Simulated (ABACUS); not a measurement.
Set-up for a self-consistent single point of Mo (Im-3m, 2 atoms in the cell; from Materials Project mp-129, changed as shown).

```
Mo
1.0
    3.10427     0.00000     0.00000
    0.00000     3.10427     0.00000
    0.00000     0.00000     3.10427
Mo
2
Direct
  0.00000   0.00000   0.00000
  0.50000   0.50000   0.50000
```

Level of theory: PBE, numerical atomic orbitals TZDP (confined pseudo-atomic orbitals with Gaussian additions; energy shift 0.01 Ry), PseudoDojo 0.5 standard norm-conserving PBE (tails mended) pseudopotentials in ABACUS.

ABACUS settings:

- basis: TZDP numerical atomic orbitals, energy shift 0.01 Ry
- KPT: Gamma 10 10 10 0 0 0
- basis_type: lcao
- ecutwfc: 100 Ry
- smearing_method: fd
- smearing_sigma: 0.00734986 Ry
- potentials: PseudoDojo 0.5 standard norm-conserving PBE (tails mended)
- symmetry: 1
- symmetry_prec: 1e-05
- ks_solver: genelpa
- scf_nmax: 100
- scf_thr: 1.0e-07
- mixing_type: broyden

Results:

- Number of valence electrons: 28
- Number of bands: 24
- Number of k-points after the program's reduction: 56
- Size of the basis: 78
- Number of SCF iterations: 8
- Free energy E − TS: -3824.5776 eV
- Fermi level (on the code's own zero): 22.55 eV
- Pressure: 16.63 GPa

Stress (GPa, positive for compression):
```
16.63   0.00   0.00
 0.00  16.63   0.00
 0.00   0.00  16.63
```

For comparison: a first run was changed to give this one (lattice scaled by 0.98), and from it to this one the free energy rises by 43.3 meV/atom and the pressure goes from -1.00 to 16.63 GPa.

The atom-centred basis is finite, which shifts total energies and pressures against plane waves. The structure comes from a collection of computed structures, made at another level of theory; the collection holds predicted forms beside known ones.

Cost on one core: very roughly 60 core-seconds.

The atomic orbitals were generated for these runs; they are not ABACUS's published sets and were checked against plane waves on a few crystals only.

“Tails mended”: in these copies of the files the far tail of each local potential was reset to the Coulomb form.
